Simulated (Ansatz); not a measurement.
A run on CsTl (NaTl type): DFT, PBEsol, norm-conserving pseudopotentials, Ansatz's default files, scalar-relativistic (Ansatz 0.2.0).

Command: `ansatz run input.yaml --threads 1 --pin off --max-ram 3072MiB --backend cpu --events-out ev --progress --plain --runs-dir out`

```yaml
crystal:
  lattice:
    - [0.0, 4.2560495391, 4.2560495391]
    - [4.2560495391, 0.0, 4.2560495391]
    - [4.2560495391, 4.2560495391, 0.0]
  atoms:
    - { symbol: Cs, position: [0.125, 0.125, 0.125] }
    - { symbol: Cs, position: [-0.125, -0.125, -0.125] }
    - { symbol: Tl, position: [0.375, 0.375, 0.375] }
    - { symbol: Tl, position: [-0.375, -0.375, -0.375] }
kpoints:
  mp_grid: { grid: [6, 6, 6] }
scf:
  occupations: { method: fermi_dirac, width: 0.05 }
hamiltonian:
  xc: pbesol
  pseudopotentials: { kind: nc }
output:
  forces: true
  stress: true
  eigenvalues: true
  efg: { contact_densities: true }
```

Task: How does the run end?

Result: It is refused before any iteration. The log ends:
```
Error: output.efg without hamiltonian.pseudopotentials.kind: paw|paw_fr|all_electron or hamiltonian.pseudopotentials.kind: all_electron — the all-electron EFG reconstruction needs the PAW one-centre densities; drop the efg request, or set kind: paw (paw_fr under spin-orbit coupling) (under a functional that reads the kinetic-energy density, kind: paw is refused in some combinations and carries risks of its own in the rest: see hamiltonian.xc for the refusals and hamiltonian.pseudopotentials.kind for the risks, both in the input reference; kind: paw is refused beside gw.static_remainder)
```
